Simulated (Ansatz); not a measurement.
PbSe in space group Cmcm (No. 63; Pb on 4c, Se on 4c), the program Ansatz at the r²SCAN+D4 level (PAW). The conduction-band minimum lies on the Σ0–Γ line, 25 % of the way from Σ0, with 2 equivalent valleys. Second derivatives d²E/dk² of the lowest band at one valley (eV·Å²), along Cartesian directions:

```json
[
 {"direction": "[100]", "d²E/dk²": "52.39"},
 {"direction": "[010]", "d²E/dk²": "37.51"},
 {"direction": "[001]", "d²E/dk²": "60.13"},
 {"direction": "[110]", "d²E/dk²": "44.97"},
 {"direction": "[101]", "d²E/dk²": "56.00"},
 {"direction": "[011]", "d²E/dk²": "48.85"}
]
```

Question: Find the principal effective masses, the density-of-states mass and the conductivity mass.

Answer: Off-diagonal terms follow from H_xy = H[110] − (H_xx + H_yy)/2, and m*/mₑ = 7.620 eV·Å² over each eigenvalue: 0.13, 0.15, 0.20. One valley's DOS mass (m₁m₂m₃)^(1/3) = 0.16, conductivity mass 3/(Σ 1/mᵢ) = 0.15 mₑ.

Question: What effective density of states Nc follows at 300 K for parabolic valleys?

Answer: Nc = 2.509e19 × 2 × (0.16)^(3/2) ≈ 3.2e18 cm⁻³.

The first step of the workflow began from a Materials Project structure, measured or hypothetical; the Crystallography Open Database copy checked does not list it. It is not the phase usual at ambient conditions (space group No. 225). The cell was relaxed with r²SCAN+D4 under the symmetry of its start; its stability against distortions is not shown here. Scalar-relativistic: spin–orbit coupling is off unless named, which matters more the heavier the elements.

Potentials: the later of the program's two PAW sets.

Edges and masses are those of Kohn–Sham bands, whose gap is no quasiparticle gap.
